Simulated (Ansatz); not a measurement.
Input and command of a plane-wave DFT calculation in Ansatz:

```yaml
crystal:
  lattice:
    - [1.5156492683, 0.8750605131, 6.2441677101]
    - [-1.5156492683, 0.8750605131, 6.2441677101]
    - [0.0, -1.7501210262, 6.2441677101]
  atoms:
    - { symbol: Cr, position: [0.5, 0.5, 0.5], spin: 2.59 }
    - { symbol: Ag, position: [0.0, 0.0, 0.0] }
    - { symbol: O, position: [0.1138428599, 0.1138428599, 0.1138428599] }
    - { symbol: O, position: [0.8861571401, 0.8861571401, 0.8861571401] }
basis:
  ecutwfc: 420
kpoints:
  mp_grid: { grid: [12, 12, 12] }
hamiltonian:
  xc: pbesol
scf:
  occupations: { method: gaussian, width: 0.02 }
output:
  forces: true
  stress: true
  eigenvalues: true
  populations: true
magnetization:
  spin_polarized: true
relax:
  adjacent_minimum: "off"
  f_tol: 0.01
  max_steps: 30
  cell: { stress_tol: 0.1, fix: [volume] }
```

```bash
ansatz run input.yaml --threads 1 --pin off --max-ram 2560MiB --backend cpu --events-out ev --progress --plain --runs-dir out
```

Processor: Intel(R) Xeon(R) 6975P-C (Granite Rapids), 1 thread, on a host shared with other jobs.

**Question.** How long does it run, and how much memory does it take?

**Answer.** About 65 s on 1 thread of Intel(R) Xeon(R) 6975P-C (Granite Rapids), with other jobs on the host, peak memory 0.71 GiB. It solves 29 bands at 189 k points (the mesh reduced by the symmetry that the task leaves, which can be less than the crystal's) with about 951 plane waves, in 32 SCF iterations over 4 ionic steps.
